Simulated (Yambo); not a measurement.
G0W0@PBEsol for AgNO$_{3}$ (space group R3m, No. 160) in Yambo. Reference settings: 4×4×4 Γ-centred k mesh, bands 5 to 132 and a 8 Ry block in the screening, 132 bands in G with the Bruneval-Gonze terminator, plasmon pole fitted at 27.2 eV. The PBEsol gap L → Z on this mesh is 1.59 eV; G0W0 gaps are taken between the same points.

The settings were changed. The gap went from 4.27 eV to 4.37 eV, and the shift of the valence edge from -1.28 eV to -1.18 eV.

Question: Which change was made?
A) no terminator
B) 64 bands in W
C) 7 Ry block
D) pole fitted at 10 eV

Answer: B, 64 bands in W. The others gave (gap, valence shift): 7 Ry block: 4.28, -1.24 eV; no terminator: 4.22, -1.05 eV; pole fitted at 10 eV: 4.17, -1.12 eV. In the run with 132 bands and a 8 Ry block, which covers more k points, the smallest G0W0 gap is 4.13 eV, L → Γ.

Spin-orbit coupling is not included.

Geometry relaxed with PBE+D3(BJ); primitive cell a = 4.0734 Å, b = 4.0734 Å, c = 4.0734 Å, α = 78.42°, β = 78.42°, γ = 78.42°.

A shift is the quasiparticle energy of the state minus its PBEsol energy.
